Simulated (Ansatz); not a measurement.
**YTl under pressure**

All numbers below come from Ansatz, DFT LDA, scalar-relativistic, plane waves, PAW. Settings: 420 eV plane-wave cutoff, Γ-centred 12×12×12 mesh, Fermi-Dirac smearing of 0.15 eV. No spin polarisation. Phonons by linear response, acoustic sum rule imposed.

The cell, relaxed at this level:
```xyz
2
Lattice="3.6963 0.0000 0.0000 0.0000 3.6963 0.0000 0.0000 0.0000 3.6963" Properties=species:S:1:pos:R:3 pbc="T T T"
Y     1.8482    1.8482    1.8482
Tl    0.0000    0.0000    0.0000
```

In a metal, frequencies and elastic constants depend on the k mesh and the smearing, soft modes and shear constants most. Spin–orbit coupling is left out, which matters for heavy elements.

**Question.** The cell is relaxed again at 5 and 15 GPa. How do volume, gap and optical modes at Γ (cm⁻¹, counted from the lowest optical one; a degenerate one stands once) change?

**Answer.**
|  | 0 GPa | 5 GPa | 15 GPa |
| --- | --- | --- | --- |
| V/V0 | 1.000 | 0.939 | 0.858 |
| gap (eV) | 0.00 | 0.00 | 0.00 |
| mode 1 | 107 | 122 | 146 |